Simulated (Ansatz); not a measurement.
Q: Name crystals whose computed values (the program Ansatz at the HSE06 level (PAW)) fall in these windows: gap (eV) 2.9 to 4.0; B₀ by P(V) fit (GPa) 120 to 150.

A: 

```json
[
 {"crystal": "MgZnO2, P3m1 (Mg on 1b, Zn on 1c, O on 1b, O on 1c)", "gap (eV)": "3.52", "B₀ by P(V) fit (GPa)": "133"}
]
```
Others may fit too.

Standing as an ambient phase not checked: MgZnO2, P3m1 (Mg on 1b, Zn on 1c, O on 1b, O on 1c). Perhaps ordered models of mixed-site phases: MgZnO2, P3m1 (Mg on 1b, Zn on 1c, O on 1b, O on 1c). The cell was relaxed under the symmetry of its start.

Potentials: the later of the program's two PAW sets.
